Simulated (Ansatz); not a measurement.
**Energy against volume for Rh2O3 (corundum)**

Rh2O3 (corundum)

```
CELL_PARAMETERS angstrom
      2.55447     1.47482     4.60725
     -2.55447     1.47482     4.60725
      0.00000    -2.94965     4.60725
ATOMIC_POSITIONS crystal
  Rh 0.84934 0.84934 0.84934
  Rh 0.15066 0.15066 0.15066
  Rh 0.65066 0.65066 0.65066
  Rh 0.34934 0.34934 0.34934
  O  0.04970 0.45030 0.75000
  O  0.95030 0.54970 0.25000
  O  0.75000 0.04970 0.45030
  O  0.25000 0.95030 0.54970
  O  0.45030 0.75000 0.04970
  O  0.54970 0.25000 0.95030
```

The volume is varied about the relaxed value V₀ at fixed cell shape. The atoms relax within the cell's symmetry.

Computed with PBEsol (plane waves to 420 eV, PAW, scalar-relativistic; Ansatz, a program for electronic structure). k mesh 8×8×8 (Γ-centred), Fermi-Dirac smearing 0.05 eV. E stands for the smeared free energy. Compression counts positive. With the shape held, the modulus is that of even scaling; a crystal free to change shape is softer. Rh2O3 is run without spin polarisation and with no Hubbard U. Rh2O3 was relaxed with its symmetry unable to fall. The zero of ΔE is the relaxed starting cell.

| V (Å³/cell) | ΔE (eV/atom) | P (GPa) |
|---|---|---|
| 97.90 | 0.0340 | 18.5 |
| 99.15 | 0.0212 | 14.3 |
| 100.39 | 0.0116 | 10.3 |
| 101.64 | 0.0050 | 6.6 |
| 102.89 | 0.0012 | 3.2 |
| 104.14 | 0.0000 | 0.0 |
| 105.39 | 0.0012 | -3.0 |
| 106.64 | 0.0046 | -5.7 |
| 107.89 | 0.0101 | -8.3 |
| 109.14 | 0.0175 | -10.7 |
| 110.39 | 0.0268 | -12.9 |

What the scan shows:

```yaml
pressure_at_the_smallest_volume: 18.5 GPa
energy_cost_of_the_largest_compression: 34.0 meV/atom
energy_cost_of_the_largest_expansion: 26.8 meV/atom
Bulk modulus at fixed cell shape B₀ (third-order Birch-Murnaghan fit): 257 GPa
Pressure derivative B₀′ (fit): 5.0
equilibrium_volume_of_the_fit: 10.41 Å³/atom
Pressure for 5 % compression (fit): 15.0 GPa
```

The 11 points together took around 6 core-minutes (rough).

(Under strain, the slope of the energy per volume gives the stress and its curvature an elastic modulus.)
